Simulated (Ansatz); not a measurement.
Ti3Sn:
```
CELL_PARAMETERS angstrom
      2.84786    -5.18962     0.00000
      2.84786     5.18962     0.00000
      0.00000     0.00000     4.69201
ATOMIC_POSITIONS crystal
  Ti 0.17722 0.82278 0.25000
  Ti 0.82278 0.17722 0.75000
  Ti 0.16787 0.31485 0.25000
  Ti 0.83213 0.68515 0.75000
  Ti 0.31485 0.16787 0.75000
  Ti 0.68515 0.83213 0.25000
  Sn 0.66744 0.33256 0.25000
  Sn 0.33256 0.66744 0.75000
```

Relaxed with PBEsol. Special points in fractions of this cell's reciprocal vectors: Γ (0.000, 0.000, 0.000); Y (-0.500, 0.500, 0.000); C0 (-0.325, 0.675, 0.000); Σ0 (0.325, 0.325, 0.000); Z (0.000, 0.000, 0.500); A0 (0.325, 0.325, 0.500); E0 (-0.325, 0.675, 0.500); T (-0.500, 0.500, 0.500); S (0.000, 0.500, 0.000); R (0.000, 0.500, 0.500).

**Question.** List the band energies nearest the Fermi level at these points for PBEsol with spin–orbit coupling in the plane-wave PAW code Ansatz.

**Answer.** In eV from the Fermi level; about four levels below and three above (degenerate sets whole), none deeper than 8.9 eV; points with the same levels are listed once.

```json
[
 {"k": "Γ", "below": "-0.70 -0.70 -0.45 -0.45", "above": "0.14 0.14 0.32 0.32"},
 {"k": "Y", "below": "-0.67 -0.67 -0.52 -0.52", "above": "0.03 0.03 0.17 0.17"},
 {"k": "C0", "below": "-0.30 -0.30 -0.16 -0.16", "above": "0.12 0.12 0.17 0.17"},
 {"k": "Z", "below": "-0.18 -0.18 -0.18 -0.18", "above": "0.07 0.07 0.07 0.07"},
 {"k": "A0", "below": "-0.29 -0.29 -0.29 -0.29", "above": "0.36 0.36 0.36 0.36"},
 {"k": "T", "below": "-0.38 -0.38 -0.38 -0.38", "above": "0.19 0.19 0.19 0.19"},
 {"k": "S", "below": "-0.57 -0.57 -0.41 -0.41", "above": "0.17 0.17 0.31 0.31"},
 {"k": "R", "below": "-0.16 -0.16 -0.16 -0.16", "above": "0.01 0.01 0.01 0.01"}
]
```

Space group Cmcm. The first step of the workflow began from a Materials Project structure, measured or hypothetical; the Crystallography Open Database copy checked does not list it. Whether it is the stable phase at ambient conditions was not checked. The cell was relaxed with PBEsol under the symmetry of its start; its stability against distortions is not shown here. The run is not spin-polarised.

Potentials: the later of the program's two PAW sets.
